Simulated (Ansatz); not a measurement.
The end point of a relaxation of HfO$_{2}$. Space group Pnma (No. 62). Calculation: r2SCAN (plane waves to 500 eV, PAW, scalar-relativistic; Ansatz, an electronic-structure program).

```xyz
12
Lattice="10.2635 0.0000 0.0000 0.0000 3.4221 0.0000 0.0000 0.0000 3.8044" Properties=species:S:1:pos:R:3 pbc="T T T"
Hf     3.9142     2.5665     2.8543
Hf     9.0459     2.5665     2.8524
Hf     6.3493     0.8555     0.9502
Hf     1.2176     0.8555     0.9520
O      2.2070     2.5665     1.5806
O      7.3388     2.5665     0.3216
O      8.0565     0.8555     2.2239
O      2.9247     0.8555     3.4828
O      9.9914     2.5665     0.9125
O      4.8597     2.5665     0.9897
O      0.2721     0.8555     2.8919
O      5.4038     0.8555     2.8148
```

### Question
What band gap does r2SCAN give?

### Answer
4.37 eV, indirect (valence top at Γ, conduction bottom at k = (0, 0.25, 0)) (no spin-orbit coupling).

### Question
What is the computed smallest direct gap (r2SCAN)?

### Answer
4.65 eV at k = (0.3333, 0.25, 0).

No spin polarisation in the result.

The run could not lose the symmetry of its start.

The first start was generated by placing the elements on the sites of a structure type. Materials Project lists a structure of HfO2 in the same space group, Pnma (No. 62); the sites were not compared with it, nor with measured phases. Known forms of HfO2 include space group No. 14, 29, 137, 225.
